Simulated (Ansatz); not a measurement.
ScSnCN:
```
CELL_PARAMETERS angstrom
      3.59795     0.00000     0.00000
     -1.79898     3.11592     0.00000
      0.00000     0.00000     5.52388
ATOMIC_POSITIONS crystal
  Sc 0.33333 0.66667 0.52420
  Sn 0.66667 0.33333 0.00520
  C  0.33333 0.66667 0.11303
  N  0.66667 0.33333 0.60756
```

Relaxed with PBE. Special points in fractions of this cell's reciprocal vectors: Γ (0.000, 0.000, 0.000); M (0.500, 0.000, 0.000); K (0.333, 0.333, 0.000); A (0.000, 0.000, 0.500); L (0.500, 0.000, 0.500); H (0.333, 0.333, 0.500).

Q: List the band energies nearest the valence-band maximum at these points for the program Ansatz at the PBE with spin–orbit coupling level (PAW).

A: In eV from the valence-band maximum; about four levels below and three above (degenerate sets whole), none deeper than 8.9 eV; points with the same levels are listed once.

| k | below | above |
|---|---|---|
| Γ | -0.09 -0.09 0.00 0.00 | 1.77 1.77 3.66 3.66 |
| M | -1.03 -1.03 -0.62 -0.62 | 2.76 2.76 3.02 3.02 |
| K | -1.68 -1.68 -0.55 -0.52 | 2.27 2.29 2.98 |
| A | -0.19 -0.19 -0.10 -0.10 | 2.83 2.83 4.03 4.03 |
| L | -0.99 -0.99 -0.76 -0.76 | 2.17 2.17 3.17 3.17 |
| H | -1.46 -1.45 -0.91 -0.90 | 2.18 2.20 2.75 |

Space group P3m1. The start of the workflow was typed in or built on a structure type; neither database checked (COD, Materials Project) lists it. Whether it is the stable phase at ambient conditions was not checked. Symmetry was held in the PBE relaxation; its stability against distortions is not shown here. No spin polarisation was allowed.

Potentials: the earlier of the program's two PAW sets.
